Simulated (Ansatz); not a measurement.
ZrCoF6:
```
ZrCoF6
1.0
    2.73255     1.57764     4.62672
   -2.73255     1.57764     4.62672
    0.00000    -3.15528     4.62672
Co Zr F
1 1 6
Cartesian
  0.00000   0.00000   0.00000
  0.00000   0.00000   6.94007
 -1.10652  -1.21972   8.10246
 -0.50305   1.56814   8.10246
  1.60957  -0.34842   8.10246
  1.10652   1.21972   5.77769
  0.50305  -1.56814   5.77769
 -1.60957   0.34842   5.77769
```
The run is spin-polarised; directions of the spins, atom by atom: ↑ 0 0 0 0 0 0 0.

Relaxed with r²SCAN. Special points in fractions of this cell's reciprocal vectors: Γ (0.000, 0.000, 0.000); T (0.500, 0.500, 0.500); H2 (0.756, 0.244, 0.500); H0 (0.500, -0.244, 0.244); L (0.500, 0.000, 0.000); S0 (0.372, -0.372, 0.000); S2 (0.628, 0.000, 0.372); F (0.500, 0.000, 0.500).

Task: List the band energies nearest the valence-band maximum at these points for r²SCAN (plane waves, PAW; program Ansatz).

Result: In eV from the valence-band maximum; about four levels below and three above (degenerate sets whole), none deeper than 8.9 eV; points with the same levels are listed once.

| k | below | above |
|---|---|---|
| Γ ↑ | -1.94 -1.94 -1.67 -1.67 | 3.90 3.91 3.91 |
| T ↑ | -1.64 -1.64 -1.34 -1.34 | 3.85 3.88 3.88 |
| H2 ↑ | -1.82 -1.71 -1.50 -1.43 | 3.80 3.86 3.89 |
| L ↑ | -1.68 -1.66 -1.33 -1.32 | 3.79 3.81 3.86 |
| S0 ↑ | -1.78 -1.74 -1.49 -1.43 | 3.78 3.86 3.88 |
| F ↑ | -1.94 -1.81 -1.57 -1.43 | 3.76 3.90 3.92 |
| Γ ↓ | -4.03 -4.03 -0.16 -0.16 | 1.83 2.94 2.94 |
| T ↓ | -4.24 -4.24 0.00 0.00 | 2.00 3.45 3.45 |
| H2 ↓ | -4.19 -4.17 -0.05 -0.01 | 1.97 3.17 3.22 |
| L ↓ | -4.21 -4.21 -4.13 -0.02 -0.01 | 2.00 3.44 3.47 |
| S0 ↓ | -4.30 -4.10 -0.06 -0.01 | 1.97 3.18 3.23 |
| F ↓ | -4.33 -4.05 -0.10 -0.02 | 1.94 2.96 3.25 |

Space group R-3. The workflow started from an entry of the Crystallography Open Database (COD), which files this formula under 2 space groups. Its standing as an ambient phase is unchecked. Symmetry was held in the r²SCAN relaxation; whether a distortion lowers the energy is not shown. Spin order of the final state: ferromagnetic, the only order run, not a proven ground state. Other orbital occupations within this spin state were not tried. No Hubbard U is applied. Spin–orbit coupling is left out wherever it is not named.

Potentials: the later of the program's two PAW sets.
